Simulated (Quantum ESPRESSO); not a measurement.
Zr2TaO5F3 (made-up cell, one site empty), Mg5AlGaS8 (made-up cell, one site empty) (calculated)

Computed with Quantum ESPRESSO 7.5. Calculation on a made-up crystal cell, not a measurement, run twice, once with a planted mistake found by running each candidate: periodic Kohn-Sham density functional theory in plane waves with PseudoDojo standard norm-conserving scalar-relativistic pseudopotentials, each functional with its own files (v0.5 for PBE, v0.4.1 for LDA and PBEsol), no spin polarisation, no spin-orbit coupling, atoms not relaxed, stress positive in tension, energies less a fixed whole-eV offset for each atom's element; levels are Kohn-Sham levels at fractions of this cell's reciprocal vectors, counted from the reference band (half the neutral cell's valence electrons, rounded up) at Gamma; error bars cover cutoff and k-mesh only, not smearing or the files; each bar is the largest change over components, and at least 0.002 eV, 0.002 eV per angstrom or 0.02 GPa; a charged cell sits in a uniform background, with energy and stress on this program's zero of potential; no dispersion term; energies are for the whole cell, and the offsets were chosen from early runs and are not element reference energies; a distance is the largest change of any value in units of its error bar (the energy's for the smearing term), a scale change is of lengths, and a coarse mesh keeps the half-step shift.

Common to all entries: intended functional pbe; intended cutoff 1143 eV; intended fermi dirac smearing 0.025 eV; intended scf tolerance 1e-07 eV; intended electrons removed 0; healthy smearing term minus ts 0 eV; candidate functional pbesol; candidate scf tolerance 0.2 eV; candidate electrons removed 1; structure shown as intended, without the mistake.

(1) Zr2TaO5F3 (made-up cell, one site empty)

Intended structure:
```
Zr2TaO5F3
1.0
      4.8752     0.0330    -0.0171
      0.0330     4.8772     0.0136
     -0.0229     0.0182     6.5126
Zr Ta Zr O F O F
1 1 1 2 1 3 2
Direct
  0.01511 0.01760 -0.00764
  -0.01137 0.00880 0.49094
  0.51892 0.47588 0.74800
  0.29872 0.32355 -0.00897
  0.69706 0.67660 -0.02850
  0.78828 0.21153 0.24870
  0.21082 0.82325 0.24229
  0.29198 0.32246 0.49695
  0.70390 0.68116 0.50752
  0.80502 0.18955 0.74990
  0.18187 0.79596 0.73916
```

| Item | Value |
| --- | --- |
| lattice type | rutile, doubled along c |
| empty site | 2 |
| healthy free energy less offsets | 15.369 eV |
| healthy scf iterations | 18 |
| healthy pressure | -6.99 GPa |
| healthy stress xx | 7.57 GPa |
| healthy stress yy | 10.84 GPa |
| healthy stress zz | 2.57 GPa |
| healthy stress yz | 1.28 GPa |
| healthy stress xz | -2.48 GPa |
| healthy stress xy | 16.3 GPa |
| healthy reference band | 44 |
| faulty free energy less offsets | 8.86 eV |
| faulty scf iterations | 22 |
| faulty smearing term minus ts | -0.021 eV |
| faulty pressure | -19.85 GPa |
| faulty stress xx | 20.35 GPa |
| faulty stress yy | 23.28 GPa |
| faulty stress zz | 15.93 GPa |
| faulty stress yz | 0.75 GPa |
| faulty stress xz | -2.66 GPa |
| faulty stress xy | 15.16 GPa |
| faulty reference band | 44 |
| candidate k points along each vector | 2 |
| candidate cutoff | 845 eV |
| candidate smearing | 0.71 eV |
| candidate scale change | 1.33 percent |
| candidate first exchanged site | 5 |
| candidate second exchanged site | 11 |
| intended k mesh | 5 x 5 x 4, shifted by half a step |
| fault kind | wrong charge |
| other mistakes compared | 7 |
| distance from healthy | 1829 error bars |
| distance from nearest other mistake | 1361 error bars |
| healthy error bar energy | 0.003559 eV |
| healthy error bar stress | 0.02396 GPa |
| healthy error bar force | 0.002313 eV/Å |
| healthy error bar next band up | 0.002 eV |

Atoms:
```tsv
atoms element	atom site	atom energy offset (eV)
Zr	1	-1377
Ta	3	-1770
Zr	4	-1377
O	5	-452
O	6	-452
F	7	-677
O	8	-452
O	9	-452
O	10	-452
F	11	-677
F	12	-677
```

Healthy forces:
```tsv
site	x (eV/Å)	y (eV/Å)	z (eV/Å)
1	2.136	-1.701	6.494
3	2.809	-2.281	-7.89
4	-2.339	3.042	0.916
5	-1.88	-2.245	-1.747
6	1.635	2.026	-1.228
7	1.005	-1.266	1.025
8	-3.635	2.858	2.298
9	-3.255	-3.568	1.452
10	2.849	3.622	0.766
11	0.837	-1.344	-1.379
12	-0.162	0.858	-0.708
```

Healthy levels:
```tsv
level k point	next band up (eV)
Gamma	1.224
(1/2,1/2,1/2)	1.476
(0.15,0,0)	1.248
(0,0.15,0)	1.247
(0,0,0.15)	1.262
```

Faulty forces:
```tsv
site	x (eV/Å)	y (eV/Å)	z (eV/Å)
1	2.159	-1.341	6.215
3	2.529	-1.901	-7.605
4	-2.796	2.649	-0.074
5	-1.575	-1.865	-1.355
6	1.478	1.825	-0.655
7	1.122	-1.387	1.058
8	-3.226	2.528	2.181
9	-3.013	-3.394	1.355
10	2.697	3.374	0.864
11	0.867	-1.365	-1.341
12	-0.24	0.876	-0.643
```

Faulty levels:
```tsv
level k point	next band up (eV)
Gamma	1.857
(1/2,1/2,1/2)	2.101
(0.15,0,0)	1.881
(0,0.15,0)	1.88
(0,0,0.15)	1.894
```

Candidate mistake: coarse kmesh, low cutoff, wide smearing, wrong functional, loose scf, wrong charge, cell scaled, atoms exchanged

(2) Zr2TaO5F3 (made-up cell, one site empty)

Structure as in entry 1.

| Quantity | Value |
| --- | --- |
| lattice type | rutile, doubled along c |
| empty site | 2 |
| healthy free energy less offsets | 15.369 eV |
| healthy scf iterations | 18 |
| healthy pressure | -6.99 GPa |
| healthy stress xx | 7.57 GPa |
| healthy stress yy | 10.84 GPa |
| healthy stress zz | 2.57 GPa |
| healthy stress yz | 1.28 GPa |
| healthy stress xz | -2.48 GPa |
| healthy stress xy | 16.3 GPa |
| healthy reference band | 44 |
| faulty free energy less offsets | 15.74 eV |
| faulty scf iterations | 19 |
| faulty smearing term minus ts | 0 eV |
| faulty pressure | -11.9 GPa |
| faulty stress xx | 12.01 GPa |
| faulty stress yy | 15.09 GPa |
| faulty stress zz | 8.6 GPa |
| faulty stress yz | 1.11 GPa |
| faulty stress xz | -2.06 GPa |
| faulty stress xy | 15.97 GPa |
| faulty reference band | 44 |
| candidate k points along each vector | 2 |
| candidate cutoff | 845 eV |
| candidate smearing | 0.71 eV |
| candidate scale change | 1.33 percent |
| candidate first exchanged site | 5 |
| candidate second exchanged site | 11 |
| intended k mesh | 5 x 5 x 4, shifted by half a step |
| fault kind | cell scaled |
| other mistakes compared | 7 |
| distance from healthy | 251.9 error bars |
| distance from nearest other mistake | 170 error bars |
| healthy error bar energy | 0.003559 eV |
| healthy error bar stress | 0.02396 GPa |
| healthy error bar force | 0.002313 eV/Å |
| healthy error bar next band up | 0.002 eV |

Atoms:
```tsv
atoms element	atom site	atom energy offset (eV)
Zr	1	-1377
Ta	3	-1770
Zr	4	-1377
O	5	-452
O	6	-452
F	7	-677
O	8	-452
O	9	-452
O	10	-452
F	11	-677
F	12	-677
```

Healthy forces:
```tsv
site	x (eV/Å)	y (eV/Å)	z (eV/Å)
1	2.136	-1.701	6.494
3	2.809	-2.281	-7.89
4	-2.339	3.042	0.916
5	-1.88	-2.245	-1.747
6	1.635	2.026	-1.228
7	1.005	-1.266	1.025
8	-3.635	2.858	2.298
9	-3.255	-3.568	1.452
10	2.849	3.622	0.766
11	0.837	-1.344	-1.379
12	-0.162	0.858	-0.708
```

Healthy levels:
```tsv
level k point	next band up (eV)
Gamma	1.224
(1/2,1/2,1/2)	1.476
(0.15,0,0)	1.248
(0,0.15,0)	1.247
(0,0,0.15)	1.262
```

Faulty forces:
```tsv
site	x (eV/Å)	y (eV/Å)	z (eV/Å)
1	2.182	-1.513	6.151
3	2.719	-2.206	-7.592
4	-2.017	2.931	1.06
5	-1.873	-2.334	-2.026
6	1.45	1.788	-1.624
7	1.231	-1.46	1.068
8	-3.81	3.039	2.151
9	-3.157	-3.531	1.684
10	2.777	3.523	1.043
11	0.77	-1.219	-1.248
12	-0.271	0.982	-0.665
```

Faulty levels:
```tsv
level k point	next band up (eV)
Gamma	1.113
(1/2,1/2,1/2)	1.343
(0.15,0,0)	1.135
(0,0.15,0)	1.134
(0,0,0.15)	1.148
```

Candidate mistake: coarse kmesh, low cutoff, wide smearing, wrong functional, loose scf, wrong charge, cell scaled, atoms exchanged

(3) Mg5AlGaS8 (made-up cell, one site empty)

Intended structure:
```
Mg5AlGaS8
1.0
      5.6159     0.0259    -0.0289
      0.0259     5.6746    -0.0073
     -0.0578    -0.0145    11.4946
Mg Ga Mg Al Mg S
1 1 1 1 3 8
Direct
  0.00769 -0.01801 -0.00108
  0.01162 0.46640 0.25129
  0.48897 0.48719 -0.00339
  0.00495 0.00018 0.51229
  0.00452 0.50224 0.75218
  0.51224 -0.01518 0.75231
  0.50899 0.50909 0.50755
  0.24976 0.25579 0.13084
  0.25564 0.74903 0.37121
  0.74127 0.22112 0.37622
  0.73336 0.75963 0.12389
  0.25438 0.25296 0.63007
  0.26761 0.75061 0.86311
  0.75212 0.24341 0.87746
  0.74393 0.74800 0.62521
```

| Quantity | Value |
| --- | --- |
| lattice type | doubled zincblende/diamond |
| empty site | 3 |
| healthy free energy less offsets | 7.95 eV |
| healthy scf iterations | 13 |
| healthy pressure | -2.87 GPa |
| healthy stress xx | 2.14 GPa |
| healthy stress yy | 2.67 GPa |
| healthy stress zz | 3.81 GPa |
| healthy stress yz | -0.38 GPa |
| healthy stress xz | 0.24 GPa |
| healthy stress xy | 0.02 GPa |
| healthy reference band | 57 |
| faulty free energy less offsets | 21.128 eV |
| faulty scf iterations | 13 |
| faulty smearing term minus ts | 0 eV |
| faulty pressure | -4.33 GPa |
| faulty stress xx | 3.6 GPa |
| faulty stress yy | 4.12 GPa |
| faulty stress zz | 5.26 GPa |
| faulty stress yz | -0.35 GPa |
| faulty stress xz | 0.21 GPa |
| faulty stress xy | 0.02 GPa |
| faulty reference band | 57 |
| candidate k points along each vector | 1 |
| candidate cutoff | 775 eV |
| candidate smearing | 0.8 eV |
| candidate scale change | -0.59 percent |
| candidate first exchanged site | 7 |
| candidate second exchanged site | 10 |
| intended k mesh | 4 x 4 x 2, shifted by half a step |
| fault kind | wrong functional |
| other mistakes compared | 7 |
| distance from healthy | 3679 error bars |
| distance from nearest other mistake | 984.7 error bars |
| healthy error bar energy | 0.003582 eV |
| healthy error bar stress | 0.02 GPa |
| healthy error bar force | 0.004679 eV/Å |
| healthy error bar next band up | 0.002 eV |

Atoms:
```tsv
atoms element	atom site	atom energy offset (eV)
Mg	1	-1617
Ga	2	-2080
Mg	4	-1617
Al	5	-64
Mg	6	-1617
Mg	7	-1617
Mg	8	-1617
S	9	-302
S	10	-302
S	11	-302
S	12	-302
S	13	-302
S	14	-302
S	15	-302
S	16	-302
```

Healthy forces:
```tsv
site	x (eV/Å)	y (eV/Å)	z (eV/Å)
1	-0.151	0.038	0.873
2	-0.823	0.979	-0.248
4	0.419	0.444	0.925
5	-0.066	-0.058	-1.819
6	-0.361	-0.268	0.478
7	0.131	0.935	0.209
8	-0.478	-0.681	-1.604
9	-0.175	-0.305	-0.067
10	-1.055	0.219	1.07
11	1.223	0.077	0.903
12	0.758	-1.029	0.299
13	-0.449	-0.914	-0.556
14	-0.596	-0.303	0.389
15	0.165	0.028	-0.697
16	1.456	0.838	-0.155
```

Healthy levels:
```tsv
level k point	next band up (eV)
Gamma	1.208
(1/2,1/2,1/2)	1.986
(0.15,0,0)	1.509
(0,0.15,0)	1.534
(0,0,0.15)	1.288
```

Faulty forces:
```tsv
site	x (eV/Å)	y (eV/Å)	z (eV/Å)
1	-0.15	0.035	0.851
2	-0.769	0.939	-0.257
4	0.413	0.438	0.902
5	-0.067	-0.057	-1.784
6	-0.354	-0.261	0.468
7	0.127	0.918	0.204
8	-0.47	-0.668	-1.57
9	-0.258	-0.216	0.025
10	-1.103	0.167	1.014
11	1.276	0.107	0.85
12	0.782	-1.056	0.324
13	-0.448	-0.914	-0.55
14	-0.571	-0.297	0.367
15	0.156	0.021	-0.683
16	1.436	0.843	-0.16
```

Faulty levels:
```tsv
level k point	next band up (eV)
Gamma	1.137
(1/2,1/2,1/2)	1.949
(0.15,0,0)	1.454
(0,0.15,0)	1.478
(0,0,0.15)	1.223
```

Candidate mistake: coarse kmesh, low cutoff, wide smearing, wrong functional, loose scf, wrong charge, cell scaled, atoms exchanged

(4) Mg5AlGaS8 (made-up cell, one site empty)

Structure as in entry 3.

| Quantity | Value |
| --- | --- |
| lattice type | doubled zincblende/diamond |
| empty site | 3 |
| healthy free energy less offsets | 7.95 eV |
| healthy scf iterations | 13 |
| healthy pressure | -2.87 GPa |
| healthy stress xx | 2.14 GPa |
| healthy stress yy | 2.67 GPa |
| healthy stress zz | 3.81 GPa |
| healthy stress yz | -0.38 GPa |
| healthy stress xz | 0.24 GPa |
| healthy stress xy | 0.02 GPa |
| healthy reference band | 57 |
| faulty free energy less offsets | 7.966 eV |
| faulty scf iterations | 6 |
| faulty smearing term minus ts | 0 eV |
| faulty pressure | -2.68 GPa |
| faulty stress xx | 1.92 GPa |
| faulty stress yy | 2.45 GPa |
| faulty stress zz | 3.66 GPa |
| faulty stress yz | -0.4 GPa |
| faulty stress xz | 0.25 GPa |
| faulty stress xy | -0.01 GPa |
| faulty reference band | 57 |
| candidate k points along each vector | 1 |
| candidate cutoff | 775 eV |
| candidate smearing | 0.8 eV |
| candidate scale change | -0.59 percent |
| candidate first exchanged site | 7 |
| candidate second exchanged site | 10 |
| intended k mesh | 4 x 4 x 2, shifted by half a step |
| fault kind | loose scf |
| other mistakes compared | 7 |
| distance from healthy | 116.1 error bars |
| distance from nearest other mistake | 152.8 error bars |
| healthy error bar energy | 0.003582 eV |
| healthy error bar stress | 0.02 GPa |
| healthy error bar force | 0.004679 eV/Å |
| healthy error bar next band up | 0.002 eV |

Atoms:
```tsv
atoms element	atom site	atom energy offset (eV)
Mg	1	-1617
Ga	2	-2080
Mg	4	-1617
Al	5	-64
Mg	6	-1617
Mg	7	-1617
Mg	8	-1617
S	9	-302
S	10	-302
S	11	-302
S	12	-302
S	13	-302
S	14	-302
S	15	-302
S	16	-302
```

Healthy forces:
```tsv
site	x (eV/Å)	y (eV/Å)	z (eV/Å)
1	-0.151	0.038	0.873
2	-0.823	0.979	-0.248
4	0.419	0.444	0.925
5	-0.066	-0.058	-1.819
6	-0.361	-0.268	0.478
7	0.131	0.935	0.209
8	-0.478	-0.681	-1.604
9	-0.175	-0.305	-0.067
10	-1.055	0.219	1.07
11	1.223	0.077	0.903
12	0.758	-1.029	0.299
13	-0.449	-0.914	-0.556
14	-0.596	-0.303	0.389
15	0.165	0.028	-0.697
16	1.456	0.838	-0.155
```

Healthy levels:
```tsv
level k point	next band up (eV)
Gamma	1.208
(1/2,1/2,1/2)	1.986
(0.15,0,0)	1.509
(0,0.15,0)	1.534
(0,0,0.15)	1.288
```

Faulty forces:
```tsv
site	x (eV/Å)	y (eV/Å)	z (eV/Å)
1	-0.16	0.034	0.869
2	-0.82	0.986	-0.481
4	0.43	0.44	0.929
5	-0.062	-0.056	-1.765
6	-0.356	-0.272	0.561
7	0.125	0.938	0.308
8	-0.478	-0.679	-1.634
9	-0.182	-0.294	-0.048
10	-1.055	0.233	0.881
11	1.212	0.058	0.724
12	0.761	-1.035	0.304
13	-0.439	-0.9	-0.531
14	-0.594	-0.31	0.552
15	0.17	0.032	-0.535
16	1.45	0.825	-0.135
```

Faulty levels:
```tsv
level k point	next band up (eV)
Gamma	0.984
(1/2,1/2,1/2)	1.754
(0.15,0,0)	1.287
(0,0.15,0)	1.308
(0,0,0.15)	1.063
```

Candidate mistake: coarse kmesh, low cutoff, wide smearing, wrong functional, loose scf, wrong charge, cell scaled, atoms exchanged
